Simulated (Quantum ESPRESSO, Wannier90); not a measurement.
# AgNO₃ (R3m): Wannier90 run

```
begin unit_cell_cart
ang
    2.5909299136    1.4958740831    2.8787470000
   -2.5909299136    1.4958740831    2.8787470000
    0.0000000000   -2.9917481662    2.8787470000
end unit_cell_cart
begin atoms_frac
Ag  -0.0019600000 -0.0019600000 -0.0019600000
N   -0.4258900000 -0.4258900000 -0.4258900000
O    0.4348750000  0.4348750000 -0.1405200000
O   -0.1405200000  0.4348750000  0.4348750000
O    0.4348750000 -0.1405200000  0.4348750000
end atoms_frac
```

Materials Project entry mp-8196; symmetrised, unrelaxed at this level. COD (Crystallography Open Database) has the formula in 2 space groups, this one among them (matched by group alone). Method: PBEsol plane waves in Quantum ESPRESSO 7.5 (PseudoDojo norm-conserving files, 68 Ry, spinors with spin-orbit coupling), Bloch states on a 6×6×6 mesh through Γ, Wannier90 4.0.1. Density: 8×8×8 mesh, cold smearing 0.01 Ry.

Bands 17-22 form an isolated set from -8.52 to -7.38 eV relative to the valence-band maximum (on the path) and are turned into 6 Wannier functions by minimising the spread from the start: SCDM (isolated).

Question: Where do the functions sit, how wide are they and what are they made of?

Answer: 
| functions | spread (Å²) | nearest atom, distance (Å) | second atom, distance (Å) | weight on atomic waves |
|---|---|---|---|---|
| 4 | 2.26 | N 0.53 | O 0.85 | O 2p 55 %, O 2s 25 %, N 2p 15 % |
| 2 | 1.36 | N 0.00 | O 1.27 | N 2p 57 %, O 2p 40 % |

Ω_I = 10.63 Å², Ω_total = 11.78 Å²; the interpolated bands follow pw.x to 0.2 meV rms on the path. Only this start was tried; a symmetric start can stop on a saddle, and mixtures of these functions could lower the total by at most Ω_total − Ω_I.
